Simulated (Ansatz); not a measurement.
BAs (rock salt, Fm-3m) at seven volumes, the program Ansatz at the PBEsol level (PAW), scaled uniformly. One row is withheld.

| V (Å³/atom) | P (GPa) |
|---|---|
| 10.862 | 16.33 |
| 11.220 | 9.98 |
| 11.578 | ? |
| 11.936 | 0.00 |
| 12.294 | -3.94 |
| 12.652 | -7.37 |
| 13.010 | -10.30 |

### Question
Fit the shown pressures and predict the withheld one.

### Answer
P = (3/2)B₀(x^(7/2) − x^(5/2))[1 + (3/4)(B′ − 4)(x − 1)] with x = (V₀/V)^(2/3). Least squares on the six rows gives V₀ = 11.936 Å³/atom, B₀ = 143 GPa, B′ = 4.11. At V = 11.578, x = 1.0205 and P = 4.64 GPa. The run itself gave 4.60 GPa.

The start of the workflow was typed in or built on a structure type; neither database checked (COD, Materials Project) lists it. It is not the phase usual at ambient conditions (space group No. 216). Symmetry was held in the PBEsol relaxation. At this level the phase is dynamically unstable (imaginary phonons). Its formation energy is positive at this level, so the cell may be metastable or incomplete.

Potentials: the later of the program's two PAW sets.
